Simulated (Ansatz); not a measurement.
A geometry of Sb away from equilibrium: step 2 of the relaxation of a relaxed Sb cell displaced along its unstable phonon at q = Γ (66i cm⁻¹), largest move 0.15 Å. Calculation: PBEsol (plane waves to 420 eV, PAW, scalar-relativistic; Ansatz, an electronic-structure program). Γ-centred k-mesh 8×8×6 on the run's cell (coarser than for final values), Fermi–Dirac smearing 0.05 eV.

```xyz
4
Lattice="5.0543 0.0000 0.0000 -2.5272 4.3772 0.0000 0.0000 0.0000 5.9842" Properties=species:S:1:pos:R:3:forces:R:3 pbc="T T T" free_energy=-25631.236 pressure_GPa=0.2
Sb     0.0000     0.0000     1.5075    0.0000    0.0000    0.4513
Sb     0.0000     0.0000     4.4767    0.0000    0.0000   -0.4513
Sb     0.0000     2.9181     1.1495    0.0000    0.0000   -0.3967
Sb     2.5272     1.4591     4.8347    0.0000    0.0000    0.3967
```

Positions in Å, forces in eV/Å, free energy of the cell in eV (comparable only within this code, potentials and settings). Largest force: 0.45 eV/Å, on Sb1, Sb2 (atoms numbered as listed); the geometry lies 0.25 eV/atom above the end of its relaxation.

No spin polarisation in the result. Without a van der Waals term the distances between weakly bound units are poorly fixed.

The run could not lose the symmetry of its start, so the end can be a saddle point.

The end of the path is a generated cell of Sb: the first start was made by placing the elements on the sites of a structure type, and the end was not matched to a known phase here, so it may be hypothetical. Known forms of Sb include space group No. 166.
